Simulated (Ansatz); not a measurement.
**AlCr2C — 27Al nuclear quadrupole resonance**

Cell: a computed structure from the Materials Project (it need not be an observed phase).

Space group P6_3/mmc (No. 194); a = 2.8251, c = 12.6014 Å, γ = 120.00°.

```
site  Wyckoff  site symmetry       x       y       z
  Al       2d           -6m2  0.6667  0.3333  0.2500
  Cr       4f            3m.  0.3333  0.6667  0.4149
   C       2a           -3m.  0.0000  0.0000  0.5000
```

One atom of each set is listed.

Method: Kohn–Sham DFT in Ansatz, PBE, plane waves and PAW, scalar-relativistic, collinear spin, 420 eV cutoff, Γ-centred 13×13×3 k-points, Fermi–Dirac smearing 0.05 eV. Start moments as typed (μB): 3 on each Cr, none on the rest.

27Al: I = 5/2, Q = 146.6 mb (year-2017 value). Static lattice, zero field.

(1) At which frequencies do the 27Al NQR lines lie?

Results:

(1) For I = 5/2 and η = 0 the lines are 3|C_Q|/20 and twice that; η pulls their ratio below 2.

| site | atoms | V_zz (10²¹ V/m²) | C_Q (MHz) | η | line frequencies (MHz) |
| --- | --- | --- | --- | --- | --- |
| Al | 2 | -3.54 | -12.6 | 0.00 | 1.88, 3.77 |

An axis of threefold or higher order runs through Al, so V_zz lies along it and η is zero.

With no gap above 0.1 eV, as in a metal, the gradients converge slowly in k; expect changes of a tenth or more on a denser mesh. The start moments die out, and the run ends without spin.

Hardware: 1 thread of Arm Neoverse V1 (aarch64; 8 cores open to the job, memory cap 3.0 GiB, no GPU), a shared host with a load of 0.6 a core. Wall time 57 s, CPU time 57 s, peak memory 0.6 GiB.
